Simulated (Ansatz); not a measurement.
## RbLiCO3 — XPS core lines

Cell: a measured structure from the Crystallography Open Database (COD) whose atoms were relaxed with PBE, the cell held; a hole's nearest image is 6.8 Å away.

```cif
data_RbLiCO3
_symmetry_space_group_name_H-M 'P2_1/c'
_symmetry_Int_Tables_number 14
_cell_length_a 6.8490
_cell_length_b 7.1620
_cell_length_c 7.7483
_cell_angle_alpha 90.000
_cell_angle_beta 118.301
_cell_angle_gamma 90.000
loop_
_atom_site_label
_atom_site_type_symbol
_atom_site_symmetry_multiplicity
_atom_site_Wyckoff_symbol
_atom_site_fract_x
_atom_site_fract_y
_atom_site_fract_z
Rb1 Rb 4 e 0.8312 0.6411 0.6671
Li5 Li 4 e 0.4079 0.5711 0.8043
C9 C 4 e 0.3066 0.6686 0.0903
O13 O 4 e 0.2705 0.5280 0.9732
O17 O 4 e 0.1734 0.8081 0.0456
O21 O 4 e 0.4869 0.6668 0.2606
```

One atom of each set is listed.

All values are calculated (Ansatz; DFT, PBE, plane waves and PAW, scalar-relativistic, 420 eV cutoff, Γ-centred 3×3×3 k-points, fixed occupations), not measured.

Each value is a total-energy difference between the cell with one core hole and the ground state (ΔSCF), counted from the top of the valence band. The cell with the hole is spin-polarised, as the shell with the hole is left with one unpaired spin. The periodic images are corrected with the calculated ε∞ = 2.28, 2.42, 2.45.

(1) Give the Rb 3d, C 1s, O 1s lines of each distinct site.

The program doubts some values: the hole's higher moments are large; the potential far from the hole hasn't levelled off; the cell is too small to check the potential alignment. Shifts between sites are good to a few tenths of an eV; absolute PBE values can be off by an eV or more, and the 3d and 4f lines of heavy atoms by several eV. Multiplets, satellites and widths aren't calculated.

The run took 9.6 min of wall time (9.6 min of CPU time) and 1.2 GiB at its peak, on 1 thread of Intel Xeon Platinum 8488C (Sapphire Rapids) (x86_64; 16 cores open to the job, memory cap 3.0 GiB, no GPU), a shared host with a load of 0.5 a core.

Results:

(1) 

```tsv
line	atom	first shell	E_B (eV)	shift from the lowest of its kind (eV)	j = l + ½ / j = l − ½ (eV)
Rb 3d	1	9 O at 2.89–3.40 Å; also 2 C at 3.32–3.36 Å	108.2	–	107.7 / 109.1
C 1s	9	3 O at 1.28–1.31 Å	287.1	–	–
O 1s	13	1 C at 1.30 Å, 2 Li at 1.96–2.17 Å; also 2 Rb at 2.93–2.94 Å	529.5	0.04	–
O 1s	17	1 C at 1.28 Å, 1 Li at 2.07 Å, angle 86°; also 3 Rb at 2.89–3.00 Å	529.4	0.00	–
O 1s	21	1 C at 1.31 Å, 2 Li at 2.00–2.03 Å; also 3 Rb at 2.91–3.33 Å	529.6	0.16	–
```

For p, d and f shells E_B is the weighted mean of the two lines, whose splitting comes from the free atom's Dirac orbitals.
